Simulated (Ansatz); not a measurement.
LuSe (rock salt, Fm-3m), PBE in the plane-wave PAW code Ansatz, all energies at zero smearing, with the estimated change up to a 700 eV cutoff added, with one set of potentials and settings (totals compare only within such a set). Cell of 2 atoms (1 Lu, 1 Se): -20204.548 eV.

```csv
element,reference phase,E (eV/atom)
Lu,"P6_3/mmc, 2 atoms in the cell",-14732.4262
Se,"P3_121, 3 atoms in the cell",-5469.0798
```

Formation energy per atom, worked out: (-20204.548 − 1×(-14732.4262) − 1×(-5469.0798))/2 = -1.521 eV/atom (-147 kJ per mol of atoms), at 0 K, without zero-point energy or fitted corrections.

The first step of the workflow began from a Materials Project structure, measured or hypothetical; the Crystallography Open Database files this formula in space group No. 225, but the cells were not matched. Whether it is the stable phase at ambient conditions was not checked. Symmetry was held in the PBE relaxation; whether a distortion lowers the energy is not shown. The references are the lowest solids computed at this level, not always the standard phases. Scalar-relativistic: spin–orbit coupling is off unless named, which matters more the heavier the elements.

Potentials: the later of the program's two PAW sets.
